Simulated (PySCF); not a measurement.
PySCF single point, HF/def2-SVP, density fitting, COSMO implicit diethyl ether (electrostatics alone), on bromotrifluoromethane, CBrF3 (SMILES FC(F)(F)Br), charge 0, multiplicity 1.

```python
from pyscf import gto, scf, dft
mol = gto.M(atom='''
F     -1.195860     1.008981     0.327795
C     -0.743208    -0.210166     0.109164
F     -1.196320    -0.630466    -1.055776
F     -1.195806    -1.008981     1.055776
Br     1.196320    -0.210239     0.108936
''', basis='def2-SVP', charge=0, spin=0, verbose=3)
mf = scf.RHF(mol)
mf = mf.density_fit()
mf = mf.PCM()
mf.with_solvent.method = 'COSMO'
mf.with_solvent.eps = 4.34
mf.max_cycle = 100
e = mf.kernel()
print('converged', mf.converged)
print('E_total', e)
print('nao', mol.nao)
print('HOMO', mf.mo_energy[mf.mo_occ > 0].max())
mf.dip_moment()
```

It prints:

```

WARN: PCM is an experimental feature. It is still in testing.
Features and APIs may be changed in the future.

converged SCF energy = -2908.00604840762
converged True
E_total -2908.0060484076207
nao 88
HOMO -0.45318177867354764
Dipole moment(X, Y, Z, Debye):  0.74976, -0.00009, -0.00033
```

The total energy is -79130.88 eV, -0.04 eV from the same level's vacuum run.
